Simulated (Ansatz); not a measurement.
Relaxed candidate structures of GaIr:

A. F-43m (No. 216), cF8, zinc blende type; a = b = c = 5.510 Å, α = β = γ = 90.00°; Ir 4d (0.750, 0.750, 0.750); Ga 4a (0.000, 0.000, 0.000)

B. Pm-3m (No. 221), cP2, CsCl type; a = b = c = 3.0197 Å, α = β = γ = 90.00°; Ga 1b (0.500, 0.500, 0.500); Ir 1a (0.000, 0.000, 0.000)

C. P6/mmm (No. 191), hP6, AFLOW prototype AB_hP6_191_f_ad (B35, as in CoSn); a = b = 5.378 Å, c = 4.041 Å, α = β = 90.00°, γ = 120.00°; Ir 3f (0.000, 0.500, 0.000); Ga 2d (0.333, 0.667, 0.500); Ga 1a (0.000, 0.000, 0.000)

Task: Put the candidates in order of energy per atom, lowest first, for PBEsol (plane waves to 420 eV, PAW, scalar-relativistic; Ansatz, a quantum-chemistry and plane-wave program).

Result: B (reference, the lowest of the structures calculated here), C (+0.17 eV/atom), A (+1.11 eV/atom)

Each run could gain symmetry but not lose that of its start, so entries can be saddle points. From databases, or of a type measured for this composition: Pm-3m, cP2, CsCl type; the others are generated cells (placed on structure types, drawn at random, substituted or restacked) that were not matched to a known phase here. Static energies at zero pressure. The runs use different k-meshes, so differences are rounded accordingly. No spin polarisation in the result. Without spin-orbit coupling the bands of the heavy element are not split, so the gap can be far off.
